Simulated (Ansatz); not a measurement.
What DFT gives for Y$_{2}$Sn

```yaml
crystal:
  lattice:
    - [5.24908, 0.00000, 0.00000]
    - [-2.62454, 4.54584, 0.00000]
    - [0.00000, 0.00000, 6.43021]
  atoms:
    - { symbol: Y, position: [0.33330, 0.66670, 0.75000] }
    - { symbol: Y, position: [0.66660, 0.33330, 0.25000] }
    - { symbol: Sn, position: [0.33330, 0.66670, 0.25000] }
    - { symbol: Sn, position: [0.66660, 0.33330, 0.75000] }
    - { symbol: Y, position: [0.00000, 0.00000, 0.00000] }
    - { symbol: Y, position: [0.00000, 0.00000, 0.50000] }
```

The numbers come from plane-wave PAW DFT (Ansatz): r2SCAN, no spin polarisation, 500 eV, 8×8×5 Γ-centred k points, fermi-dirac occupations (width 0.1 eV). Nothing was relaxed.

Q: Is there a gap?

A: It is a metal, with about 7.4 states/eV a cell as the mean within 0.25 eV of the Fermi level, mostly Y d (89 %).

Q: Is the cell too large or too small?

A: The pressure is 5.6 GPa (compression positive), so with the atoms held at these fractions the cell would first expand.

Q: Which element gives electrons and which takes them?

A: Bader charges in e: Y +1.00 to +1.27, Sn -2.26. In the mean Y gives up most and Sn takes most.

Q: What do density and ELF say about some of the short contacts?

A: Y–Sn at 3.03 Å: least valence density 0.20 e/Å³ and ELF 0.20 there. Y–Y at 3.22 Å: least valence density 0.12 e/Å³ and ELF 0.10 there. These are pseudo-fields; inside the PAW spheres they differ from the all-electron ones.

Origin: a known structure type with other elements, at an estimated volume, so it need not be a known compound. Caveats: many states at the Fermi level without spin polarisation, so a magnetic state may lie lower.
